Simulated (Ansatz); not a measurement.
Input and command of a plane-wave DFT calculation in Ansatz:

```yaml
crystal:
  lattice:
    - [1.397592124, -2.5514767919, 0.0]
    - [1.397592124, 2.5514767919, 0.0]
    - [0.0, 0.0, 5.2992283745]
  atoms:
    - { symbol: Ge, position: [0.5002627511, 0.4997372489, 0.25] }
    - { symbol: Ge, position: [0.4997372489, 0.5002627511, 0.75] }
basis:
  ecutwfc: 500
kpoints:
  mp_grid: { grid: [24, 24, 12] }
hamiltonian:
  xc: r2scan
scf:
  occupations: { method: gaussian, width: 0.15 }
output:
  forces: true
  stress: true
  eigenvalues: true
```

```bash
ansatz run input.yaml --threads 1 --pin off --max-ram 2560MiB --backend cpu --events-out ev --progress --plain --runs-dir out
```

Processor: AMD EPYC 9R45 96-Core Processor (Zen 5), 1 thread, on a host shared with other jobs.

Task: How long does it run, and how much memory does it take?

Result: About 19 s on 1 thread of AMD EPYC 9R45 96-Core Processor (Zen 5), on a shared host, peak memory 1.1 GiB. It solves 18 bands at 1099 k points (the mesh reduced by symmetry) with about 947 plane waves, in 6 SCF iterations.
